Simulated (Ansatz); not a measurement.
GaN:
```cif
data_Ga2N2
_chemical_formula_sum 'Ga2 N2'
_space_group_name_H-M_alt 'P63/mmc'
_space_group_IT_number 194
_space_group_name_Hall '-P 6c 2c'
_cell_length_a 3.15410
_cell_length_b 3.15410
_cell_length_c 7.59892
_cell_angle_alpha 90.000
_cell_angle_beta 90.000
_cell_angle_gamma 120.000
loop_
_atom_site_label
_atom_site_type_symbol
_atom_site_symmetry_multiplicity
_atom_site_Wyckoff_symbol
_atom_site_fract_x
_atom_site_fract_y
_atom_site_fract_z
_atom_site_occupancy
Ga1 Ga 2 d 0.66667 0.33333 0.25000 1
N1 N 2 b 0.00000 0.00000 0.25000 1
```

Relaxed at zero pressure with LDA in the plane-wave PAW code Ansatz.

Task: The volume is lowered by 6 % and shape and atoms relax at that volume. What pressure results, and how do the axes share the change?

Result: 1.2 GPa; a -0.2 %, b -0.2 %, c -5.6 %; the energy rises by 3 meV/atom.

Task: Give the new structure.

Result: 
Space group P6₃/mmc (No. 194); a = 3.1480 Å, b = 3.1480 Å, c = 7.1708 Å, α = 90.00°, β = 90.00°, γ = 120.00°

| atom | site | symmetry | x | y | z |
|---|---|---|---|---|---|
| Ga | 2d | -6m2 | 0.6667 | 0.3333 | 0.2500 |
| N | 2b | -6m2 | 0.0000 | 0.0000 | 0.2500 |

The phase is kept; no other phase was compared at this pressure.

Space group P6_3/mmc. The workflow started from a Materials Project entry (that database holds measured and hypothetical structures alike); the Crystallography Open Database copy checked does not list it. It is not the phase usual at ambient conditions (space group No. 186, 216). Symmetry was held in the LDA relaxation; phonons show weakly imaginary modes. A crystal of weakly bound layers computed without a dispersion correction: the cell and the soft elastic constants depend strongly on that.

Potentials: the earlier of the program's two PAW sets. The files were generated under PBE; for other functionals the program regenerates the frozen cores, and for LDA and PBEsol the local potential too.
